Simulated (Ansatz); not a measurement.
CoSn: computed property card

CoSn:
```xyz
6
Lattice="5.1722 0.0000 0.0000 -2.5861 4.4792 0.0000 0.0000 0.0000 4.1254" Properties=species:S:1:pos:R:3 pbc="T T T"
Co    -1.2930     2.2396     0.0000
Co     2.5861     0.0000     0.0000
Co     1.2930     2.2396     0.0000
Sn     2.5861     1.4931     2.0627
Sn     0.0000     2.9862     2.0627
Sn     0.0000     0.0000     0.0000
```

Space group P6/mmm (No. 191); conventional cell a = b = 5.1722 Å, c = 4.1254 Å, α = β = 90.00°, γ = 120.00°.

Method: the program Ansatz at the LDA level (PAW). Geometry: relaxed at this level of theory. Other levels are named where they apply.

### Cell and energy

* **Volume per atom**: 15.93 Å³
* **Density**: 9.26 g/cm³
* **Formation energy from the elements (no fitted shifts)**: -0.19 eV/atom

### Electronic structure

- Electronic character: metallic (no gap)
- Density of states at the Fermi level: 0.46 states/eV per atom (mean over ±0.08 eV)

### Mechanics

Bulk modulus (Birch–Murnaghan fit): 157 GPa
Pressure derivative B′: 4.8
Elastic constants (relaxed ions, GPa): C11 = 266, C12 = 121, C13 = 84.9, C33 = 303, C44 = 83.0
Mechanical stability: stable (all eigenvalues of C positive)
Hill bulk and shear moduli: 158 and 83.1 GPa
Young's modulus: 212 GPa
Poisson's ratio: 0.28
Debye temperature from the elastic constants: 395 K

### Phonons

- Highest zone-centre frequency = 282 cm^-1
- Zone-centre stability = no imaginary mode at Γ

The cell was relaxed with LDA under the symmetry of its start. No spin polarisation was allowed. As this level gives no gap, shear constants depend on the k-mesh and smearing (Fermi–Dirac, 0.1 eV here). As this level gives no gap, phonon frequencies hold no LO–TO term and depend on the k-mesh and smearing (Fermi–Dirac, 0.1 eV here). Axis ratios of metals converge slowly with the k-mesh, so a and c are less sure than the volume. On the denser mesh and wider smearing of the elastic run this cell carries a stress of 0.6 GPa. The references are the lowest solids computed at this level, not always the standard phases. Scalar-relativistic: spin–orbit coupling is off unless named, which matters more the heavier the elements.

Potentials: the later of the program's two PAW sets.
